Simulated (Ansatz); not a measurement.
AlAs (zinc blende, space group No. 216) under volume change, LDA in the plane-wave PAW code Ansatz, scaled uniformly.

```tsv
V (Å³/atom)	E − E(relaxed) (meV/atom)	P (GPa)
20.289	50.2	8.69
20.958	21.1	5.33
21.627	[?]	[?]
22.295	0.0	0.00
22.964	[?]	[?]
23.633	17.1	-3.88
24.302	36.5	-5.41
```

Task: Fill in the missing entries.

Result: 
- 22.964, E − E(relaxed) (meV/atom): 4.5
- 22.964, P (GPa): -2.09
- 21.627, E − E(relaxed) (meV/atom): 5.0
- 21.627, P (GPa): 2.46

Task: What does a third-order Birch–Murnaghan fit give for V₀, B₀ and B′?

Result: V₀ = 22.30 Å³/atom, B₀ = 75.4 GPa, B′ = 4.2.

Space group F-43m (zinc blende). Symmetry was held in the LDA relaxation; phonons on a q-mesh show no instability.

Potentials: the later of the program's two PAW sets.
